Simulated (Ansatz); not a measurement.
TaSeS:
```
CELL_PARAMETERS angstrom
      3.34796     0.00000     0.00000
     -1.67398     2.89942     0.00000
      0.00000     0.00000     5.90813
ATOMIC_POSITIONS crystal
  Ta 0.00000 0.00000 0.01078
  Se 0.66667 0.33333 0.72495
  S  0.33333 0.66667 0.26427
```

Relaxed with LDA. Special points in fractions of this cell's reciprocal vectors: Γ (0.000, 0.000, 0.000); M (0.500, 0.000, 0.000); K (0.333, 0.333, 0.000); A (0.000, 0.000, 0.500); L (0.500, 0.000, 0.500); H (0.333, 0.333, 0.500).

Question: List the band energies nearest the Fermi level at these points for LDA (plane waves, PAW; program Ansatz).

Answer: In eV from the Fermi level; about four levels below and three above (degenerate sets whole), none deeper than 8.9 eV; points with the same levels are listed once.

```csv
k,below,above
Γ,-0.97 -0.12 -0.02 -0.02,0.24 0.24 3.82 3.82
M,-3.57 -3.49 -1.80 -0.94,2.62 3.14 3.88
K,-5.24 -3.82 -3.49 -3.08,1.57 2.04 2.15
A,-3.50 -3.50 -0.28 -0.28,0.19 0.19 1.03
L,-3.79 -1.96 -1.43 -1.30,2.62 3.15 4.04
H,-5.22 -4.03 -3.38 -3.38,1.06 1.13 1.58
```

Space group P3m1. The first step of the workflow began from a Materials Project structure, measured or hypothetical; the Crystallography Open Database copy checked does not list it. With Se and S taken as one species the cell has the higher symmetry P-3m1, so it may be an ordered model of a mixed-site phase. Its standing as an ambient phase is unchecked. The LDA relaxation kept the symmetry of its start. At this level the phase is dynamically unstable (imaginary phonons). The run is not spin-polarised. A crystal of weakly bound layers computed without a dispersion correction: the cell and the soft elastic constants depend strongly on that. With an odd number of electrons in the cell and no spin polarisation, the count alone makes it a metal. Scalar-relativistic: spin–orbit coupling is off unless named, which matters more the heavier the elements.

Potentials: the later of the program's two PAW sets.
